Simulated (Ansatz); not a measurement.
Here is the system:

Relaxed TiN (rock salt):

```
TiN
1.0
    0.00000     4.24692     4.24692
    2.12346     0.00000     2.12346
    2.12346     2.12346     0.00000
N Ti
2 2
Direct
  0.00000   0.00000   0.00000
  0.50000   0.00000   0.00000
  0.25000   0.50000   0.50000
  0.75000   0.50000   0.50000
```

In each cell atom 4 (Ti, nearest neighbour N at 2.123 Å; its periodic images, 3.0 Å or more away, move with it) moves by s·(-1.000, 0.000, 0.000) (towards the nearest neighbour), the rest being held.

Calculation: PBE (plane waves to 420 eV, PAW, scalar-relativistic; Ansatz, an electronic-structure program). k mesh 15×15×15 (Γ-centred), Fermi-Dirac smearing 0.05 eV. Energies are smeared free energies. Left out: 2 of 11 points, with atoms too close for the PAW data. With partly filled bands, energies and forces of such displacements shift with the k mesh and the smearing. TiN is run without spin polarisation. TiN was relaxed with its symmetry unable to fall. ΔE is measured from the undisplaced structure.

The scan covers s from -0.336 to 0.336 Å in 9 points.

Q: Is the energy the same for equal positive and negative displacements?

A: Even: the same for both signs. With its periodic images moving along, the atom's site symmetry in this cell is -3m.

Q: What is the energy change at s = 0.336 Å?

A: 714 meV/cell.

Q: What force acts on the atom along the line at s = -0.336 Å?

A: 5.35 eV/Å.

Q: What is the force constant k = d²E/ds² of this move at s = 0?

A: 8.88 eV/Å².

(For displaced atoms, the force is minus the slope of the energy, and its curvature is a force constant, which sets phonon frequencies.)
